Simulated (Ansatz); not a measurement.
Ansatz input file:

```yaml
crystal:
  lattice:
    - [4.2648321257, 0.0, 0.0]
    - [-2.1324160628, 3.6934529637, 0.0]
    - [0.0, 0.0, 17.999105]
  atoms:
    - { symbol: Ge, position: [0.0, 0.0, 0.332252] }
    - { symbol: Ge, position: [0.0, 0.0, 0.667748] }
    - { symbol: Sb, position: [0.33333333, 0.66666667, 0.112658] }
    - { symbol: Sb, position: [0.66666667, 0.33333333, 0.887342] }
    - { symbol: Te, position: [0.0, 0.0, 0.0] }
    - { symbol: Te, position: [0.33333333, 0.66666667, 0.790108] }
    - { symbol: Te, position: [0.66666667, 0.33333333, 0.209892] }
    - { symbol: Te, position: [0.33333333, 0.66666667, 0.411045] }
    - { symbol: Te, position: [0.66666667, 0.33333333, 0.588955] }
basis:
  ecutwfc: 420
kpoints:
  mp_grid: { grid: [12, 12, 2] }
hamiltonian:
  xc: pbesol
scf:
  occupations: { method: gaussian, width: 0.1 }
output:
  forces: true
  stress: true
  eigenvalues: true
  write_density: true
  write_potential: true
  elf: true
  volumetric_format: npy
relax:
  adjacent_minimum: "off"
  f_tol: 0.01
  max_steps: 40
```

Command:
```bash
ansatz run input.yaml --threads 2 --pin off --max-ram 5120MiB --backend cpu --events-out ev --progress --plain --runs-dir out
```

The calculation used DFT PBEsol, scalar-relativistic, plane waves, PAW (Ansatz).

Abridged output:

```
Warning: output.stress: scf.convergence.dr2_threshold = 1e-7 eV (the SCF's general default) is looser than the 9e-10 eV advised for a printed stress (1e-10 eV for each atom of the cell: 9). ...
Pseudopotentials: kind: paw
Pseudopotential: Ge, paw, valence charge 14, recommended cutoff 420 eV (normal)
Pseudopotential: Sb, paw, valence charge 15, recommended cutoff 420 eV (normal)
Pseudopotential: Te, paw, valence charge 16, recommended cutoff 420 eV (normal)
Functional definition: PBEsol
Crystal: 9 atoms, lattice volume = 283.521 Å³
Basis set: ecut = 420 eV, 5539 PW (Γ), exchange–correlation on 60×60×250 points (8 copies of the dense FFT grid, shifted against one another)
Bands: 83, of which v1, the nominal top of the filled ones, is band 69 counted from 1 (68 counted from 0)
Symmetry: 12 space group operations
Space group: P-3m1 (ITA 164), of the structure as read, at distance tolerance 6.6e-5 Å
k-points: 38 of 288
Initial density: superposition of atomic densities (neutral atoms: chi_scale 0, normalization atom), corrected by the library's trained network
Initial wavefunctions: pseudopotential atomic-orbital guess
Functional: x = pbesol(κ = 0.804, μ = 0.12345679), c = pbesol(β = 0.046)
SCF iter   1: F=—  HF=-55831.397657 eV  |F-HF|=—  |Δ(HF+E_count)|=         —  Δρ=2.68e-3  dr2=8.34e-2  ethr=1.77e-3  ⟨swp⟩=7.4  Hψ=12431  notcnv=0  defer=3
SCF iter   2: F=—  HF=-55831.401622 eV  |F-HF|=—  |Δ(HF+E_count)|=   3.97e-3  Δρ=2.50e-3  dr2=2.10e-1  ethr=6.05e-5  ⟨swp⟩=2.2  Hψ=6425  notcnv=0  defer=252
SCF iter   3: F=—  HF=-55831.380036 eV  |F-HF|=—  |Δ(HF+E_count)|=   2.16e-2  Δρ=8.00e-4  dr2=1.66e-2  ethr=6.05e-5  ⟨swp⟩=2.0  Hψ=3743  notcnv=0  defer=252
SCF iter   4: F=—  HF=-55831.378281 eV  |F-HF|=—  |Δ(HF+E_count)|=   1.75e-3  Δρ=2.88e-4  dr2=2.36e-3  ethr=1.21e-5  ⟨swp⟩=2.0  Hψ=3420  notcnv=0  defer=249
SCF iter   5: F=—  HF=-55831.377855 eV  |F-HF|=—  |Δ(HF+E_count)|=   4.26e-4  Δρ=1.14e-4  dr2=3.39e-4  ethr=1.71e-6  ⟨swp⟩=1.9  Hψ=3407  notcnv=0  defer=31
SCF iter   6: F=—  HF=-55831.377833 eV  |F-HF|=—  |Δ(HF+E_count)|=   2.21e-5  Δρ=3.33e-5  dr2=4.67e-6  ethr=2.46e-7  ⟨swp⟩=2.0  Hψ=3327  notcnv=0  defer=31
SCF iter   7: F=-55831.377833 eV  HF=-55831.377833 eV  |F-HF|=1.53e-7  |Δ(HF+E_count)|=   3.14e-7  Δρ=1.08e-5  dr2=2.45e-7  ethr=1.81e-9  ⟨swp⟩=17.2  Hψ=27630  notcnv=0
SCF 1 converged in 7 iterations: F = -55831.377833 eV  dr2 = 2.45e-7
  Residual-converged pass: ⟨swp⟩=1.0  Hψ=3306  notcnv=0  max |occ|·‖R‖ = 7.0e-9 eV (tolerance 1.0e-8 eV) dr2=2.45e-7  dr2_onsite=2.28e-8  max |Δocc| = 8.4e-11
relax step   1: F+E_penalty+E_count = -55831.37783270 eV  Δ(F+E_penalty+E_count) = +0.000e0 eV  max|allowed force component| = 1.339e-1 eV/Å  Δτ_max = 0.0000 Å  (7 SCF iters, dr2 threshold 2.50e-6 eV, accepted)
Initial density: handed on by an earlier stage of this run
Initial wavefunctions: those handed on with the density
SCF iter   1: F=—  HF=-55831.388597 eV  |F-HF|=—  |Δ(HF+E_count)|=         —  Δρ=4.50e-3  dr2=3.81e-2  ethr=2.62e-5  ⟨swp⟩=2.0  Hψ=11623  notcnv=0  defer=224
SCF iter   2: F=—  HF=-55831.392403 eV  |F-HF|=—  |Δ(HF+E_count)|=   3.81e-3  Δρ=1.87e-3  dr2=4.98e-2  ethr=2.62e-5  ⟨swp⟩=2.0  Hψ=5791  notcnv=0  defer=224
SCF iter   3: F=—  HF=-55831.390887 eV  |F-HF|=—  |Δ(HF+E_count)|=   1.52e-3  Δρ=1.43e-3  dr2=7.39e-2  ethr=2.62e-5  ⟨swp⟩=2.0  Hψ=5791  notcnv=0  defer=224
SCF iter   4: F=—  HF=-55831.384520 eV  |F-HF|=—  |Δ(HF+E_count)|=   6.37e-3  Δρ=6.05e-4  dr2=7.30e-3  ethr=2.62e-5  ⟨swp⟩=2.0  Hψ=3309  notcnv=0  defer=224
SCF iter   5: F=—  HF=-55831.383465 eV  |F-HF|=—  |Δ(HF+E_count)|=   1.05e-3  Δρ=1.78e-4  dr2=3.03e-4  ethr=5.29e-6  ⟨swp⟩=2.0  Hψ=3286  notcnv=0  defer=224
SCF iter   6: F=—  HF=-55831.383218 eV  |F-HF|=—  |Δ(HF+E_count)|=   2.48e-4  Δρ=4.34e-5  dr2=1.90e-5  ethr=2.20e-7  ⟨swp⟩=2.8  Hψ=5552  notcnv=0  defer=225
SCF iter   7: F=-55831.383216 eV  HF=-55831.383216 eV  |F-HF|=2.73e-7  |Δ(HF+E_count)|=   1.32e-6  Δρ=1.10e-5  dr2=5.39e-7  ethr=8.12e-10  ⟨swp⟩=15.8  Hψ=25834  notcnv=0
SCF 2 converged in 7 iterations: F = -55831.383216 eV  dr2 = 5.39e-7
relax step   2: F+E_penalty+E_count = -55831.38321617 eV  Δ(F+E_penalty+E_count) = -5.383e-3 eV  max|allowed force component| = 2.165e-1 eV/Å  Δτ_max = 0.1889 Å  (7 SCF iters, dr2 threshold 1.12e-6 eV, accepted)
SCF iter   1: F=—  HF=-55831.394561 eV  |F-HF|=—  |Δ(HF+E_count)|=         —  Δρ=1.56e-3  dr2=4.88e-3  ethr=3.16e-5  ⟨swp⟩=4.5  Hψ=8395  notcnv=0  defer=258
SCF iter   2: F=—  HF=-55831.394660 eV  |F-HF|=—  |Δ(HF+E_count)|=   9.89e-5  Δρ=7.01e-4  dr2=4.57e-3  ethr=3.53e-6  ⟨swp⟩=2.1  Hψ=6312  notcnv=0  defer=244
SCF iter   3: F=—  HF=-55831.393893 eV  |F-HF|=—  |Δ(HF+E_count)|=   7.67e-4  Δρ=2.30e-4  dr2=1.46e-3  ethr=3.31e-6  ⟨swp⟩=2.0  Hψ=5534  notcnv=0  defer=244
SCF iter   4: F=—  HF=-55831.393606 eV  |F-HF|=—  |Δ(HF+E_count)|=   2.88e-4  Δρ=1.19e-4  dr2=6.40e-5  ethr=1.06e-6  ⟨swp⟩=2.0  Hψ=3267  notcnv=0  defer=244
SCF iter   5: F=—  HF=-55831.393585 eV  |F-HF|=—  |Δ(HF+E_count)|=   2.05e-5  Δρ=2.62e-5  dr2=6.80e-6  ethr=4.64e-8  ⟨swp⟩=2.0  Hψ=5385  notcnv=0  defer=244
SCF iter   6: F=—  HF=-55831.393584 eV  |F-HF|=—  |Δ(HF+E_count)|=   8.17e-7  Δρ=1.19e-5  dr2=5.52e-6  ethr=2.12e-9  ⟨swp⟩=17.3  Hψ=25495  notcnv=0
SCF iter   7: F=-55831.393583 eV  HF=-55831.393584 eV  |F-HF|=3.82e-7  |Δ(HF+E_count)|=   3.00e-7  Δρ=4.49e-6  dr2=4.19e-7  ethr=2.12e-9  ⟨swp⟩=8.2  Hψ=20020  notcnv=0
SCF 3 converged in 7 iterations: F = -55831.393583 eV  dr2 = 4.19e-7
relax step   3: F+E_penalty+E_count = -55831.39358350 eV  Δ(F+E_penalty+E_count) = -1.037e-2 eV  max|allowed force component| = 4.254e-2 eV/Å  Δτ_max = 0.0612 Å  (7 SCF iters, dr2 threshold 2.93e-6 eV, accepted)
SCF iter   1: F=—  HF=-55831.394630 eV  |F-HF|=—  |Δ(HF+E_count)|=         —  Δρ=3.00e-4  dr2=2.14e-4  ethr=1.11e-6  ⟨swp⟩=3.0  Hψ=6409  notcnv=0  defer=247
SCF iter   2: F=—  HF=-55831.394705 eV  |F-HF|=—  |Δ(HF+E_count)|=   7.44e-5  Δρ=1.56e-4  dr2=1.23e-3  ethr=1.55e-7  ⟨swp⟩=2.0  Hψ=5709  notcnv=0  defer=247  recentre
SCF iter   3: F=—  HF=-55831.394634 eV  |F-HF|=—  |Δ(HF+E_count)|=   7.07e-5  Δρ=1.38e-4  dr2=3.29e-4  ethr=1.55e-7  ⟨swp⟩=2.0  Hψ=4532  notcnv=0  defer=247
SCF iter   4: F=—  HF=-55831.394612 eV  |F-HF|=—  |Δ(HF+E_count)|=   2.22e-5  Δρ=1.37e-5  dr2=1.50e-6  ethr=1.55e-7  ⟨swp⟩=2.0  Hψ=3328  notcnv=0  defer=247
SCF iter   5: F=—  HF=-55831.394428 eV  |F-HF|=—  |Δ(HF+E_count)|=   1.84e-4  Δρ=5.77e-6  dr2=3.29e-7  ethr=1.09e-9  ⟨swp⟩=2.0  Hψ=3613  notcnv=0  defer=247
SCF iter   6: F=-55831.394428 eV  HF=-55831.394428 eV  |F-HF|=1.82e-8  |Δ(HF+E_count)|=   1.88e-8  Δρ=1.92e-6  dr2=2.58e-8  ethr=8.20e-11  ⟨swp⟩=15.2  Hψ=21728  notcnv=0
SCF 4 converged in 6 iterations: F = -55831.394428 eV  dr2 = 2.58e-8
relax step   4: F+E_penalty+E_count = -55831.39442753 eV  Δ(F+E_penalty+E_count) = -8.440e-4 eV  max|allowed force component| = 1.972e-2 eV/Å  Δτ_max = 0.0123 Å  (6 SCF iters, dr2 threshold 1.13e-7 eV, accepted)
SCF iter   1: F=—  HF=-55831.395212 eV  |F-HF|=—  |Δ(HF+E_count)|=         —  Δρ=6.21e-4  dr2=6.07e-4  ethr=6.77e-6  ⟨swp⟩=2.7  Hψ=6267  notcnv=0  defer=251
SCF iter   2: F=—  HF=-55831.395258 eV  |F-HF|=—  |Δ(HF+E_count)|=   4.57e-5  Δρ=2.12e-4  dr2=7.24e-4  ethr=4.40e-7  ⟨swp⟩=2.0  Hψ=5704  notcnv=0  defer=251
SCF iter   3: F=—  HF=-55831.395338 eV  |F-HF|=—  |Δ(HF+E_count)|=   8.00e-5  Δρ=2.30e-4  dr2=2.11e-3  ethr=4.40e-7  ⟨swp⟩=2.1  Hψ=4471  notcnv=0  defer=251  recentre
SCF iter   4: F=—  HF=-55831.395146 eV  |F-HF|=—  |Δ(HF+E_count)|=   1.91e-4  Δρ=3.84e-5  dr2=7.97e-5  ethr=4.40e-7  ⟨swp⟩=2.0  Hψ=3476  notcnv=0  defer=251
SCF iter   5: F=—  HF=-55831.394929 eV  |F-HF|=—  |Δ(HF+E_count)|=   2.17e-4  Δρ=1.23e-5  dr2=3.17e-6  ethr=5.78e-8  ⟨swp⟩=1.4  Hψ=2954  notcnv=0  defer=251
SCF iter   6: F=—  HF=-55831.394929 eV  |F-HF|=—  |Δ(HF+E_count)|=   3.89e-7  Δρ=4.73e-6  dr2=1.60e-7  ethr=2.30e-9  ⟨swp⟩=2.0  Hψ=3340  notcnv=0  defer=251
SCF iter   7: F=-55831.394929 eV  HF=-55831.394929 eV  |F-HF|=1.02e-9  |Δ(HF+E_count)|=   1.38e-9  Δρ=1.32e-6  dr2=4.83e-9  ethr=7.25e-11  ⟨swp⟩=15.6  Hψ=22061  notcnv=0
SCF 5 converged in 7 iterations: F = -55831.394929 eV  dr2 = 4.83e-9
relax step   5: F+E_penalty+E_count = -55831.39492886 eV  Δ(F+E_penalty+E_count) = -5.013e-4 eV  max|allowed force component| = 6.146e-3 eV/Å  Δτ_max = 0.0235 Å  (7 SCF iters, accepted)
SCF converged after 7 iterations
Free energy (F): -55831.394929 eV
Harris-Foulkes:  -55831.394929 eV  (|F-HF|=1.02e-9)
Internal energy: -55831.389843 eV  (E = F + TS)
E sigma→0 (E₀):  -55831.392386 eV
Entropy (-TS):   -0.005086 eV (-0.565 meV/atom)
Fermi energy:    8.599270 eV
--- Per-component energies (eV) ---
  E_band       = -2024.380690
  E_kinetic    = 1533.750394
  E_local      = -15628.302410  (includes V_loc(G=0)·N_el)
  E_nonlocal   = 18.800495
  E_hartree    = 8192.964247
  E_xc         = -1039.539100
  E_vxc        = -840.057835  (∫ρ·V_xc dr)
  E_paw        = -35869.371415  (= ΣΔE_a)
  E_vpaw       = -3494.498672  (= ΣTr[D̂ρ^β])
  E_aug_tail   = -0.000350  (compensation charges beyond the density's cutoff)
  E_ewald      = -13044.065366
  E_core_change = 4.373662  (= ΣΔE_core)
  E_smearing   = -0.005086  (= −TS)
--- Forces (eV/Å), atoms counted from 1 ---
  atom   1  Ge     0.00000000     0.00000000    -0.00255841
  atom   2  Ge     0.00000000     0.00000000     0.00255841
  atom   3  Sb     0.00000000     0.00000000     0.00487381
  atom   4  Sb     0.00000000     0.00000000    -0.00487381
  atom   5  Te     0.00000000     0.00000000     0.00000000
  atom   6  Te     0.00000000     0.00000000     0.00614626
  atom   7  Te     0.00000000     0.00000000    -0.00614626
  atom   8  Te     0.00000000     0.00000000     0.00276503
  atom   9  Te     0.00000000     0.00000000    -0.00276503
--- Stress (GPa, compression-positive) ---
       -1.992552       0.000000       0.000000
        0.000000      -1.992552       0.000000
        0.000000       0.000000      -1.249161
  P = ⅓ Tr σ = -1.7448 GPa (-17.448 kbar)
--- Band table (eV; the first three rows and the last of 38) ---
  k-point 0: bands = ["-28.6976", "-28.6976", "-28.6976", "-28.6976", "-28.6940", "-28.6940", "-28.6940", "-28.6940", "-28.6926", "-28.6926", "-28.4858", "-28.4764", "-28.4764", "-28.4430", "-28.4430", "-28.1557", "-28.1557", "-28.1557", "-28.1557", "-28.1169", "-28.1169", "-28.1165", "-28.1165", "-28.1033", "-28.1031", "-21.1383", "-21.1383", "-21.1376", "-21.1376", "-21.1357", "-21.1353", "-21.1337", "-21.1337", "-21.1335", "-21.1335", "-16.1819", "-16.1819", "-16.1819", "-16.1819", "-16.1698", "-16.1698", "-16.1698", "-16.1698", "-16.1655", "-16.1654", "-4.8884", "-4.5003", "-3.8141", "-3.4209", "-3.1506", "-0.6418", "0.5931", "2.2173", "2.2806", "5.8548", "6.2991", "6.2991", "6.4451", "6 ...
  k-point 1: bands = ["-28.6976", "-28.6976", "-28.6976", "-28.6976", "-28.6940", "-28.6940", "-28.6940", "-28.6940", "-28.6926", "-28.6926", "-28.4858", "-28.4764", "-28.4764", "-28.4430", "-28.4430", "-28.1557", "-28.1557", "-28.1557", "-28.1557", "-28.1169", "-28.1169", "-28.1165", "-28.1165", "-28.1033", "-28.1031", "-21.1383", "-21.1383", "-21.1376", "-21.1376", "-21.1357", "-21.1353", "-21.1337", "-21.1337", "-21.1335", "-21.1335", "-16.1819", "-16.1819", "-16.1819", "-16.1819", "-16.1698", "-16.1698", "-16.1698", "-16.1698", "-16.1654", "-16.1654", "-4.8865", "-4.5094", "-3.7303", "-3.5619", "-3.0796", "-0.6751", "0.6766", "1.9133", "2.5440", "5.7684", "6.2992", "6.2992", "6.4450", "6 ...
  k-point 2: bands = ["-28.6976", "-28.6976", "-28.6975", "-28.6975", "-28.6940", "-28.6940", "-28.6940", "-28.6940", "-28.6925", "-28.6925", "-28.4857", "-28.4765", "-28.4765", "-28.4430", "-28.4429", "-28.1557", "-28.1557", "-28.1556", "-28.1556", "-28.1170", "-28.1169", "-28.1165", "-28.1165", "-28.1032", "-28.1030", "-21.1384", "-21.1380", "-21.1377", "-21.1373", "-21.1355", "-21.1351", "-21.1339", "-21.1338", "-21.1336", "-21.1334", "-16.1820", "-16.1820", "-16.1817", "-16.1817", "-16.1699", "-16.1699", "-16.1698", "-16.1698", "-16.1653", "-16.1653", "-4.8251", "-4.4406", "-3.7587", "-3.3677", "-3.1111", "-0.6281", "0.5674", "2.1343", "2.1579", "5.4942", "5.8686", "6.0073", "6.0591", "6 ...
  k-point 37: bands = ["-28.6970", "-28.6970", "-28.6969", "-28.6969", "-28.6941", "-28.6941", "-28.6940", "-28.6940", "-28.6916", "-28.6916", "-28.4848", "-28.4769", "-28.4769", "-28.4420", "-28.4420", "-28.1549", "-28.1548", "-28.1546", "-28.1546", "-28.1175", "-28.1171", "-28.1171", "-28.1168", "-28.1021", "-28.1021", "-21.1386", "-21.1386", "-21.1378", "-21.1367", "-21.1337", "-21.1337", "-21.1337", "-21.1334", "-21.1325", "-21.1325", "-16.1830", "-16.1830", "-16.1805", "-16.1805", "-16.1707", "-16.1707", "-16.1705", "-16.1705", "-16.1636", "-16.1636", "-2.8518", "-2.8518", "-2.6886", "-2.2112", "-2.2112", "-1.3030", "-1.3030", "0.1318", "0.1546", "3.1811", "3.4493", "3.4493", "4.0283",  ...
--- Relaxed structure (5 steps of the walk, 5 accepted, 0 SCFs on fresh bases) ---
  F+E_penalty+E_count = -55831.39492886 eV   max|allowed force component| = 6.146e-3 eV/Å
  atoms:
    - { symbol: Ge, position: [0.0, 0.0, 0.32476637] }
    - { symbol: Ge, position: [0.0, 0.0, 0.67523362] }
    - { symbol: Sb, position: [0.33333333, 0.66666666, 0.11091728] }
    - { symbol: Sb, position: [0.66666666, 0.33333333, 0.88908271] }
    - { symbol: Te, position: [0.0, 0.0, 0.0] }
    - { symbol: Te, position: [0.33333333, 0.66666666, 0.79308182] }
    - { symbol: Te, position: [0.66666666, 0.33333333, 0.20691817] }
    - { symbol: Te, position: [0.33333333, 0.66666666, 0.40213286] }
    - { symbol: Te, position: [0.66666666, 0.33333333, 0.59786713] }
```

The relaxation met its thresholds.

It took 2.1 min on 2 threads of Arm Neoverse V2, with other jobs on the host, peak memory 1 GiB.

The cell holds layers, and where no dispersion correction was added their binding is poorly described.